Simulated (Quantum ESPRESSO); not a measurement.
# Moving one atom in AlZn2O3F

The results below are calculated, not measured. They come from pw.x of Quantum ESPRESSO 7.5, a plane-wave density functional program, with PseudoDojo standard norm-conserving files (v0.5 for PBE, v0.4.1 for LDA and PBEsol). The cells are made up: elements, strain and atom displacements were drawn at random, and nothing was relaxed. There is no spin polarisation, spin-orbit coupling or dispersion term.

The cell has 8 sites of a zincblende or diamond lattice. Sites 1 to 4 hold empty Al Zn Zn; sites 5 to 8 hold O F O O. Cell vectors in Å: (4.534, 0.000, 0.000); (0.000, 4.534, 0.000); (0.000, 0.000, 4.534). Settings: PBE, cutoff 1143 eV, 4 x 4 x 4 k mesh shifted by half a step, Fermi-Dirac smearing of 0.025 eV.

Each run shifts the O atom on site 8 along y and leaves all else fixed. Site 4 is one of its nearest neighbours. E is the free energy of the cell above the lowest run shown. The last column is band 35 less band 34 at Gamma, from a band step after each run.

| run | shift (Å) | Fy on site 8 (eV/Å) | Fy on site 4 (eV/Å) | P (GPa) | E (meV) | level step at Gamma (eV) |
| --- | --- | --- | --- | --- | --- | --- |
| 1 | -0.1046 | -1.032 | -2.005 | -7.74 | 0.0 | 1.194 |
| 2 | -0.0356 | -1.849 | -1.787 | -7.93 | 99.4 | 1.194 |
| 3 | 0.0088 | -2.357 | -1.659 | -7.94 | 192.8 | 1.190 |
| 4 | 0.0379 | -2.688 | -1.579 | -7.91 | 266.2 | 1.186 |
| 5 | 0.0772 | -3.119 | -1.479 | -7.81 | 380.4 | 1.178 |
| 7 | 0.1569 | -3.943 | -1.302 | -7.42 | 662.3 | 1.152 |
| 6 | 0.1256 | ? | ? | ? | ? | ? |

A rerun of one of these cells at 1437 eV and k mesh 6 x 6 x 6 moved values by no more than 0.002 eV in the cell's energy, 0.03 GPa in stress and 0.002 eV/Å in force.

## Worked fit

A parabola through the six runs shown gives Fy on site 8 = -2.261 - 11.36 u + 4.0 u² eV/Å, with u in Å and a scatter of 0.005 eV/Å. Minus the slope, 11.36 ± 0.09 eV/Å², is this atom's force constant along y at u = 0, with its periodic images moving too. The fitted force does not vanish within the range. The error is the larger of the fit's own and the change that a cubic makes, rounded up.

## Withheld run

Question: what Fy on site 8 should run 6 give?

The fit gives -3.625 eV/Å. The calculation gave -3.628 eV/Å.

```
run  shift (Å)  Fy on site 8 (eV/Å)  Fy on site 4 (eV/Å)  P (GPa)  E (meV)  level step at Gamma (eV)
  6     0.1256               -3.628               -1.367    -7.60    543.7                     1.163
```